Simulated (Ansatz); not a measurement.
SiC:
```
SiC
1.0
    3.07776     0.00000     0.00000
   -1.53888     2.66541     0.00000
    0.00000     0.00000    10.07751
Si C
4 4
Direct
  0.66667   0.33333   0.93784
  0.33333   0.66667   0.43784
  0.00000   0.00000   0.68789
  0.00000   0.00000   0.18789
  0.66667   0.33333   0.74980
  0.33333   0.66667   0.24980
  0.00000   0.00000   0.50046
  0.00000   0.00000   0.00046
```

x, y and z are the axes in which the lattice vectors are written.

### Question
Give the high-frequency dielectric tensor and the Born effective charge tensors of the independent atoms from DFPT, DFT-r²SCAN in the program Ansatz with PAW potentials.

### Answer

ε∞:
```
6.54  0.00  0.00
0.00  6.54  0.00
0.00  0.00  6.79
```
Z* of atom 1 (Si), rows: field, columns: displacement, in e:
```
2.70  0.00  0.00
0.00  2.70  0.00
0.00  0.00  2.65
```
Z* of atom 3 (Si), rows: field, columns: displacement, in e:
```
2.70  0.00  0.00
0.00  2.70  0.00
0.00  0.00  2.93
```
Z* of atom 5 (C), rows: field, columns: displacement, in e:
```
-2.72   0.00   0.00
 0.00  -2.72   0.00
 0.00   0.00  -2.76
```
Z* of atom 7 (C), rows: field, columns: displacement, in e:
```
-2.68   0.00   0.00
 0.00  -2.68   0.00
 0.00   0.00  -2.82
```

Static charges for comparison (Bader): Si1 +2.87, Si3 +2.88, C5 -2.87, C7 -2.88 e. Born charges measure polarisation by displacement and can exceed these by far.

Space group P6_3mc (4H polytype). Symmetry was held in the r²SCAN relaxation.

Potentials: the earlier of the program's two PAW sets. The files were generated under PBE; for other functionals the program regenerates the frozen cores, and for LDA and PBEsol the local potential too.
